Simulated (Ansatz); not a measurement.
Sc (dhcp (α-La type), P6_3/mmc) at seven volumes, PBEsol (plane waves, PAW; program Ansatz), shape and atoms relaxed at each. One row is withheld.

| V (Å³/atom) | P (GPa) |
|---|---|
| 21.453 | 5.97 |
| 22.160 | 3.72 |
| 22.868 | ? |
| 23.575 | 0.00 |
| 24.282 | -1.54 |
| 24.989 | -2.91 |
| 25.697 | -4.12 |

Q: Fit the shown pressures and predict the withheld one.

A: Third-order Birch–Murnaghan: P = (3/2)B₀(x^(7/2) − x^(5/2))[1 + (3/4)(B′ − 4)(x − 1)] with x = (V₀/V)^(2/3). Least squares on the six rows gives V₀ = 23.575 Å³/atom, B₀ = 54.73 GPa, B′ = 3.12. At V = 22.868, x = 1.0205 and P = 1.75 GPa. The run itself gave 1.75 GPa.

The start of the workflow was typed in or built on a structure type. Its sites differ from those of the usual phase in this space group: another stacking or structure type. The PBEsol relaxation kept the symmetry of its start; whether a distortion lowers the energy is not shown. No spin polarisation was allowed.

Potentials: the earlier of the program's two PAW sets. The files were generated under PBE; for other functionals the program regenerates the frozen cores, and for LDA and PBEsol the local potential too.
